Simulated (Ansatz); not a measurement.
**SiMo3: pressure against volume**

Reference cell: a structure deposited in the COD, whose atoms a relaxation with PBE at fixed cell left in place.

```
CELL_PARAMETERS angstrom
4.89300 0.00000 0.00000
0.00000 4.89300 0.00000
0.00000 0.00000 4.89300
ATOMIC_POSITIONS crystal
Si 0.00000 0.00000 0.00000
Si 0.50000 0.50000 0.50000
Mo 0.25000 0.00000 0.50000
Mo 0.50000 0.75000 0.00000
Mo 0.75000 0.00000 0.50000
Mo 0.50000 0.25000 0.00000
Mo 0.00000 0.50000 0.75000
Mo 0.00000 0.50000 0.25000
```

Atom numbers follow the list; atoms alike are taken as one site, whose name carries the number of the first.

The numbers come from a DFT calculation in Ansatz (PBE, plane waves and PAW, scalar-relativistic, 420 eV cutoff, Γ-centred 10×10×10 k-points, Fermi–Dirac smearing 0.05 eV).

The cell is scaled uniformly, and the ions relax again at each size.

| V/V₀ | pressure (GPa) |
| --- | --- |
| 0.94 | 20.2 |
| 0.96 | 13.5 |
| 0.98 | 7.5 |
| 1.00 | 2.0 |
| 1.02 | ? |
| 1.04 | -7.3 |
| 1.06 | -11.2 |

Problem. Estimate the row at V/V₀ = 1.02 and the bulk modulus.

Solution. pressure (GPa): -2.9. Worked: a parabola in ln(V/V₀) through the other 6 rows gives -2.9 GPa there. It crosses zero pressure at V/V₀ = 1.008, the equilibrium volume of this functional, where the bulk modulus is B = −dP/d ln V = 250 GPa.
